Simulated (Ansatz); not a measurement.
Polymorphs of CuAu3, each relaxed with plane-wave PAW LDA (Ansatz code):

A: Cu3Au type (Pm-3m)
a = 3.9369 Å, b = 3.9369 Å, c = 3.9369 Å, α = 90.00°, β = 90.00°, γ = 90.00°

```csv
atom,site,symmetry,x,y,z
Cu,1a,m-3m,0.0000,0.0000,0.0000
Au,3c,4/mm.m,0.0000,0.5000,0.5000
```

B: I4/mmm
a = b = 3.9288 Å, c = 7.9262 Å, α = β = γ = 90.00°

```tsv
atom	site	symmetry	x	y	z
Cu	2a	4/mmm	0.0000	0.0000	0.0000
Au	4d	-4m2	0.0000	0.5000	0.2500
Au	2b	4/mmm	0.0000	0.0000	0.5000
```

**Question.** Order them by energy per atom at 0 K (lowest first) at the level LDA.

**Answer.** A (+0 meV/atom), B (+7 meV/atom)

Standing as an ambient phase not checked: A; B. All cells were relaxed under the symmetry of their starts (and spin orders); stability against distortions was not tested throughout. Rows with no word on spin ran without spin polarisation. Scalar-relativistic: spin–orbit coupling is off unless named, which matters more the heavier the elements.

Energies hold the estimated change up to a 700 eV cutoff; steps of a few meV lie near the error of the meshes.

Potentials: the later of the program's two PAW sets.
